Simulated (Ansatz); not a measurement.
TiNi:
```
CELL_PARAMETERS angstrom
      1.45226    -4.68631     0.00000
      1.45226     4.68631     0.00000
      0.00000     0.00000     3.97487
ATOMIC_POSITIONS crystal
  Ti 0.85778 0.14222 0.75000
  Ti 0.14222 0.85778 0.25000
  Ni 0.58530 0.41470 0.75000
  Ni 0.41470 0.58530 0.25000
```

Relaxed with r²SCAN. Special points in fractions of this cell's reciprocal vectors: Γ (0.000, 0.000, 0.000); Y (-0.500, 0.500, 0.000); C0 (-0.274, 0.726, 0.000); Σ0 (0.274, 0.274, 0.000); Z (0.000, 0.000, 0.500); A0 (0.274, 0.274, 0.500); E0 (-0.274, 0.726, 0.500); T (-0.500, 0.500, 0.500); S (0.000, 0.500, 0.000); R (0.000, 0.500, 0.500).

**Question.** List the band energies nearest the Fermi level at these points for plane-wave PAW r²SCAN (Ansatz code).

**Answer.** In eV from the Fermi level; about four levels below and three above (degenerate sets whole), none deeper than 8.9 eV; points with the same levels are listed once.

```csv
k,below,above
Γ,-1.97 -1.80 -1.69 -0.77,0.29 0.62 0.72
Y,-2.13 -1.91 -1.88 -0.82,0.14 0.27 0.92
C0,-1.66 -1.46 -1.05 -0.43,0.38 0.49 0.86
Z,-1.76 -1.76 -0.82 -0.82,0.55 0.55 1.24 1.24
A0,-1.05 -1.05 -0.52 -0.52,0.50 0.50 0.79 0.79
T,-1.85 -1.85 -1.35 -1.35,0.54 0.54 1.50 1.50
S,-1.42 -1.39 -1.06 -0.55,0.31 0.61 0.77
R,-0.87 -0.87 -0.43 -0.43,0.03 0.03 0.77 0.77
```

Space group Cmcm. The start of the workflow was typed in or built on a structure type; neither database checked (COD, Materials Project) lists it. COD files the formula under space group No. 11, 147, so this cell is another polymorph or a model. Whether it is the stable phase at ambient conditions was not checked. The r²SCAN relaxation kept the symmetry of its start; whether a distortion lowers the energy is not shown. The workflow began spin-polarised and lost its moments.

Potentials: the earlier of the program's two PAW sets.
